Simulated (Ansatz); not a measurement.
## Cl-37 nuclear quadrupole resonance in Cs3Tl2Cl9

Cell: an entry of the Crystallography Open Database (COD), ions relaxed with PBE at fixed cell.

Space group R-3c:H (No. 167); a = 12.8118, c = 18.2636 Å, γ = 120.00°.

| site | Wyckoff | site symmetry | x | y | z |
| --- | --- | --- | --- | --- | --- |
| Cs | 18e | .2 | 0.9952 | 0.6667 | 0.4167 |
| Tl | 12c | 3. | 0.0000 | 0.0000 | 0.8526 |
| Cl11 | 18e | .2 | 0.1582 | 0.0000 | 0.7500 |
| Cl17 | 36f | 1 | 0.5087 | 0.8456 | 0.5797 |

One atom of each set is listed; the run and its k-mesh use a cell of 28 atoms with edges of 9.58, 9.58, 9.58 Å.

Computed with Ansatz: DFT, r2SCAN, plane waves and PAW, scalar-relativistic, 500 eV cutoff, Γ-centred 3×3×3 k-points, Fermi–Dirac smearing 0.02 eV.

Cl-37: I = 3/2, Q = -63.93 mb (year-2017 value). Static lattice, zero field.

Sites with a gradient: Cl11 (6 atoms; 2 Tl at 2.76 Å, angle 86°); Cl17 (12 atoms; 1 Tl at 2.52 Å).

(1) The simulated spectrum has lines at 7.53, 13.8 MHz. Sort them into the sets that belong together, and say which site each set most likely comes from.

Answers

(1) For I = 3/2 there is one line, ν = (|C_Q|/2)(1 + η²/3)^½. Cl11: 7.53 MHz (|C_Q| = 15.0 MHz, η = 0.16). Cl17: 13.8 MHz (|C_Q| = 27.7 MHz, η = 0.07).

The sites follow from the calculation. At Cl11 V_zz stands upright on the plane of its two bonds (within 1°). At Cl17 V_zz points along its bond to Tl (within 2°). Like point charges on the first shell alone (each adding as 1/d³) would give the same order.

Without spin–orbit coupling the gradients at and beside Tl can be off by some per cent, at some sites by more.

Hardware: 2 threads of Arm Neoverse V2 (aarch64; 8 cores open to the job, memory cap 5.0 GiB, no GPU), a shared host with a load of 0.4 a core. Wall time 74 s, CPU time 2.4 min, peak memory 3.5 GiB.
